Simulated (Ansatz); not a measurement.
TaCuN2: the gap against volume

TaCuN2, R-3m, a = 3.139 Å, c = 17.388 Å. The structure is a COD entry; whether it is the stable form wasn't checked. Ansatz: r2SCAN, PAW, 500 eV, Γ-centred 12×12×12 mesh on 4 atoms, Gaussian smearing 0.02 eV; no spin polarisation. Shape and atoms are relaxed at each volume; x = ln(V/V0) with V0 = 12.366 Å³/atom. The gap is read at the mesh points alone.

```
      x gap y (eV)
-0.1278       0.405
-0.0943       0.513
-0.0619       0.604
-0.0305       0.682
 0.0000       0.747
 0.0296       0.804
 0.0583       0.852
 0.0953           ?
```

Q: Fit a straight line to the other rows, give the volume deformation potential of the gap and its pressure coefficient, and predict the missing gap. B0 = 216.8 GPa.

A: Means x = -0.03237, y = 0.65814; Σ(Δx)² = 0.02693, ΣΔxΔy = 0.06428; the slope is their ratio. y = 0.7354 + 2.387 x. The slope is the deformation potential a = dE_g/d ln V = 2.39 eV, and dE_g/dP = −a/B0 = -11.0 meV/GPa. These are means over the range: the known rows next to V0 give a = 2.0 eV and -9 meV/GPa, nearer the values at zero pressure. With a term in x² added, the coefficient of x becomes 2.043, 14 % less, which shows how far this figure hangs on the form. At x = 0.0953 the fit asked for gives 0.963 eV. The run gave 0.906 eV, so the fit is 0.057 eV too high, 11 % of the span of the series, against an rms of 0.017 eV on the fitted rows. The row lies outside the fitted range. With a term in x² added, a fit to the same known rows predicts 0.898 eV, so most of the miss is curvature that the known rows already hold.

Spin-orbit coupling is left out, which matters for the bands of heavy elements. Semilocal functionals give gaps under the measured ones; changes of the gap mostly carry over better.